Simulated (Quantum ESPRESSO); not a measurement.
**Band energies of SrTiO$_{3}$**

```xyz
5
Lattice="3.9127 0.0000 0.0000 0.0000 3.9127 0.0000 0.0000 0.0000 3.9127" Properties=species:S:1:pos:R:3 pbc="T T T"
O      1.9564     0.0000     1.9564
O      0.0000     1.9564     1.9564
O      1.9564     1.9564     0.0000
Ti     1.9564     1.9564     1.9564
Sr     0.0000     0.0000     0.0000
```

PBEsol (Quantum ESPRESSO, PseudoDojo norm-conserving, 84 Ry, without SOC); path ΓXMΓRX,MR; energies in eV from the valence-band maximum.

```csv
k (1/Å),point,band 16,band 17,band 18,band 19,band 20,band 21,band 22,band 23
0.00,Γ,-1.17,-1.17,-0.36,-0.36,-0.36,1.84,1.84,1.84
0.20,,-1.38,-1.31,-0.83,-0.46,-0.46,1.87,2.20,2.20
0.40,,-1.82,-1.68,-1.62,-0.60,-0.60,1.93,2.92,2.92
0.80,X,-2.36,-2.36,-1.99,-0.74,-0.74,2.02,3.80,3.80
1.00,,-2.44,-2.12,-1.37,-1.06,-0.95,2.33,3.80,3.81
1.41,,-2.79,-1.67,-1.64,-1.57,-0.22,3.57,3.81,4.14
1.61,M,-2.86,-1.75,-1.57,-1.57,-0.09,3.81,3.81,4.27
1.80,,-2.79,-1.66,-1.66,-1.56,-0.19,3.69,3.72,4.14
2.17,,-2.20,-1.72,-1.36,-1.08,-0.74,2.88,3.02,3.29
2.36,,-1.76,-1.30,-1.19,-0.83,-0.74,2.39,2.51,2.72
2.74,Γ,-1.17,-1.17,-0.36,-0.36,-0.36,1.84,1.84,1.84
2.92,,-1.40,-1.13,-0.64,-0.50,-0.50,2.00,2.05,2.05
3.09,,-1.91,-1.29,-1.02,-0.76,-0.76,2.39,2.47,2.47
3.44,,-2.97,-2.82,-0.93,-0.93,-0.62,3.35,3.41,3.41
3.61,,-3.34,-3.34,-0.72,-0.72,-0.39,3.79,3.83,3.83
3.96,,-3.71,-3.71,-0.12,-0.12,-0.05,4.40,4.41,4.41
4.13,R,-3.74,-3.74,0.00,0.00,0.00,4.49,4.49,4.49
4.29,,-3.72,-3.69,-0.12,-0.10,-0.04,4.39,4.42,4.44
4.62,,-3.47,-3.05,-0.80,-0.64,-0.37,3.72,4.08,4.11
4.78,,-3.10,-2.38,-1.05,-0.99,-0.71,3.23,3.92,3.94
5.11,,-2.67,-1.87,-1.64,-1.01,-0.86,2.23,3.80,3.81
5.27,X,-2.36,-2.36,-1.99,-0.74,-0.74,2.02,3.80,3.80
5.27,M,-2.86,-1.75,-1.57,-1.57,-0.09,3.81,3.81,4.27
5.59,,-3.30,-2.78,-0.91,-0.91,-0.06,4.00,4.00,4.34
5.75,,-3.54,-3.53,-0.45,-0.45,-0.03,4.20,4.20,4.41
6.07,R,-3.74,-3.74,0.00,0.00,0.00,4.49,4.49,4.49
```

The PBEsol gap is indirect, 1.84 eV, from R to Γ; the smallest direct gap is 2.21 eV.

The cell is held in this high symmetry; tilts and polar distortions were not searched.

Geometry of the Materials Project entry, not relaxed at this level.
